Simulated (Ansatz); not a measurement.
This cell of KI (rock salt) is off equilibrium:

```
CELL_PARAMETERS angstrom
      0.00000     3.54577     3.54577
      3.54577     0.00000     3.54577
      3.54577     3.54577     0.00000
ATOMIC_POSITIONS crystal
  I  0.00000 0.00000 0.00000
  K  0.50000 0.50000 0.44336
```

All values below come from r2SCAN (plane waves to 500 eV, PAW, scalar-relativistic; Ansatz, a quantum-chemistry and plane-wave program). k mesh 7×7×7 (Γ-centred), Fermi-Dirac smearing 0.05 eV. Energies are smeared free energies. Compression counts positive. KI was relaxed with its symmetry unable to fall. Spin-orbit coupling is left out, though I is heavy.

Question: What forces act on the atoms (eV/Å, Cartesian)?

Answer: 
```tsv
atom	Fx	Fy	Fz
I1	-0.236	-0.236	0.000
K2	0.236	0.236	0.000
```

Question: What is the stress tensor (GPa)?

Answer: 
```
   0.54    -0.16     0.00
  -0.16     0.54     0.00
   0.00     0.00    -0.08
```
The pressure, a third of the trace, is 0.33 GPa.

Question: In it atom 2 sits (-0.201, -0.201, 0.000) Å away from its relaxed site. What is its energy relative to the relaxed cell?

Answer: 46 meV/cell.

(For displaced atoms, the force is minus the slope of the energy, and its curvature is a force constant, which sets phonon frequencies.)
